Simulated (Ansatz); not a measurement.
NiO (rock salt)

```xyz
2
Lattice="0.0000 2.1079 2.1079 2.1079 0.0000 2.1079 2.1079 2.1079 0.0000" Properties=species:S:1:pos:R:3 pbc="T T T"
O      0.0000     0.0000     0.0000
Ni     2.1079     2.1079     2.1079
```

The slice is a {111} plane (indices of the conventional cell) through the point (0.500, 0.500, 0.500) (fractional), spanned by u = [100] and v = [-1 2 0] in vectors of this cell: u (2.98 Å) and v (5.16 Å, at 90° to u). It covers one period; positions are fractions (u, v).

Calculation: PBE (plane waves to 420 eV, PAW, scalar-relativistic; Ansatz, a first-principles code). k mesh 19×19×19. These are valence fields of a PAW run, semicore shells included where kept as valence: close to a nucleus they are smooth pseudo fields. NiO is run spin-polarised and with no Hubbard U; the real compound is an antiferromagnetic insulator, a state that this run doesn't describe. NiO was relaxed with its symmetry unable to fall. Relaxed NiO ends ferromagnetic. Other magnetic orders were not checked, so this need not be the ground state.

Problem. Sketch the spin density, up minus down on this plane as a map.

Solution. 
```
|*-.         .-|
|.             |
|              |
|              |
|              |
|              |
|              |
|              |
|              |
|       .      |
|     .-*-.    |
|     .*@*.    |
|     .-*-.    |
|       .      |
|              |
|              |
|              |
|              |
|              |
|              |
|              |
|.             |
|*-.         .-|
|@*.         .*|
```
Scale: ten equal steps from 0.00 (start of ' ') to 6.05 (end of '@'), in the order ' .:-=+*#%@'. Values: spin density, up minus down in e/Å³. The map has 14 points along u (one character each, u = 0 at the left) and 24 along v (v = 0 in the bottom row).
